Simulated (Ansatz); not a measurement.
Given:

MgIn₂O₄:
```xyz
14
Lattice="0.0000 4.4754 4.4754 4.4754 0.0000 4.4754 4.4754 4.4754 0.0000" Properties=species:S:1:pos:R:3 pbc="T T T"
In     5.5943     5.5943     5.5943
In     5.5943     3.3566     3.3566
In     3.3566     5.5943     3.3566
In     3.3566     3.3566     5.5943
Mg     2.2377     2.2377     2.2377
Mg     0.0000     0.0000     0.0000
O      7.7776     7.7776     7.7776
O      7.7776     5.6487     5.6487
O      5.6487     7.7776     5.6487
O      5.6487     5.6487     7.7776
O      3.4110     3.4110     3.4110
O      3.4110     5.5399     5.5399
O      5.5399     3.4110     5.5399
O      5.5399     5.5399     3.4110
```

This is the PBEsol-relaxed structure.

Question: All from plane-wave PAW PBEsol (Ansatz code), unless another level is named. Give the HSE06 gap on the PBEsol cell.

Answer: 3.53 eV.

Question: And the hole effective mass with spin–orbit coupling, band 3 of 3 at the edge?

Answer: 1.2 along [100], 1.3 along [110], 1.3 along [111] (mₑ).

Space group Fd-3m (spinel). A made-up cell: these elements were put on the sites of a structure type; the Crystallography Open Database copy checked does not list it. Its standing as an ambient phase is unchecked. Symmetry was held in the PBEsol relaxation; its stability against distortions is not shown here. Scalar-relativistic: spin–orbit coupling is off unless named, which matters more the heavier the elements.

Potentials: the earlier of the program's two PAW sets. The files were generated under PBE; for other functionals the program regenerates the frozen cores, and for LDA and PBEsol the local potential too.
